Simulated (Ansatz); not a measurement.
Given:

SbPt:
```cif
data_Pt2Sb2
_chemical_formula_sum 'Sb2 Pt2'
_space_group_name_H-M_alt 'P 1'
_space_group_IT_number 1
_cell_length_a 4.17384
_cell_length_b 4.17384
_cell_length_c 5.46416
_cell_angle_alpha 90.000
_cell_angle_beta 90.000
_cell_angle_gamma 120.000
loop_
_space_group_symop_operation_xyz
  'x, y, z'
loop_
_atom_site_label
_atom_site_type_symbol
_atom_site_fract_x
_atom_site_fract_y
_atom_site_fract_z
_atom_site_occupancy
Sb1 Sb 0.66667 0.33333 0.75000 1
Sb2 Sb 0.33333 0.66667 0.25000 1
Pt1 Pt 0.00000 0.00000 0.50000 1
Pt2 Pt 0.00000 0.00000 0.00000 1
```

This is the PBEsol-relaxed structure.

**Question.** All from PBEsol (plane waves, PAW; program Ansatz), unless another level is named. Predict the Young's modulus.

**Answer.** 97.2 GPa.

**Question.** Next, the highest zone-centre frequency?

**Answer.** 186 cm^-1.

Space group P6_3/mmc (NiAs type). The first step of the workflow began from a Materials Project structure, measured or hypothetical; the Crystallography Open Database files this formula in space group No. 194, but the cells were not matched. Its standing as an ambient phase is unchecked. The cell was relaxed with PBEsol under the symmetry of its start; its stability against distortions is not shown here. No spin polarisation was allowed. As this level gives no gap, phonon frequencies hold no LO–TO term and depend on the k-mesh and smearing (Fermi–Dirac, 0.1 eV here). Spin–orbit coupling is left out wherever it is not named.

Potentials: the later of the program's two PAW sets.
